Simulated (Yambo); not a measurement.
A G0W0@PBEsol run in Yambo for a free-standing CdClOH monolayer (symmetry P3m1, slab cell 16.5 Å high) (6×6×1 Γ-centred k mesh, bands 5 to 100 and a 6 Ry block in the screening, 100 bands in G with the Bruneval-Gonze terminator, plasmon pole fitted at 27.2 eV, slab-truncated Coulomb interaction, stochastic integration of W near q = 0) gives these matrix elements, in eV, at the band edges (Γ → Γ):

```json
[
 {"state": "valence edge", "E0": "0.000", "<Vxc>": "-16.806", "<Σx>": "-21.316", "<Σc(E0)>": "2.478", "Z": "0.811"},
 {"state": "conduction edge", "E0": "2.478", "<Vxc>": "-8.388", "<Σx>": "-5.179", "<Σc(E0)>": "-1.969", "Z": "0.877"}
]
```

Question: Solve the linearised quasiparticle equation for both states, give the gap, and say how exchange and correlation each act on it.

Answer: E = E0 + Z(Σx + Σc − Vxc). Valence: 0.000 + 0.811 × (-21.316 + (2.478) − (-16.806)) = -1.65 eV. Conduction: 2.478 + 0.877 × (-5.179 + (-1.969) − (-8.388)) = 3.56 eV. The gap is 5.21 eV, against 2.48 eV in PBEsol. Replacing Vxc by bare exchange alone would open it by 7.72 eV; correlation takes back 4.45 eV of that, and Z scales what is left. Nearest settings tried, and what they do to the gap: 41 bands in W, 41 bands in G: +157 meV; 5 Ry block (269 vectors against 343): -46 meV. Not varied: mesh, cell height. So the settings aren't converged at that level. Spin-orbit splittings are left out.

Geometry relaxed with PBEsol; primitive cell a = b = 3.646 Å, c = 16.500 Å, α = β = 90.00°, γ = 120.00°.

This is a model layer cut from the bulk structure; whether it is stable on its own was not checked.
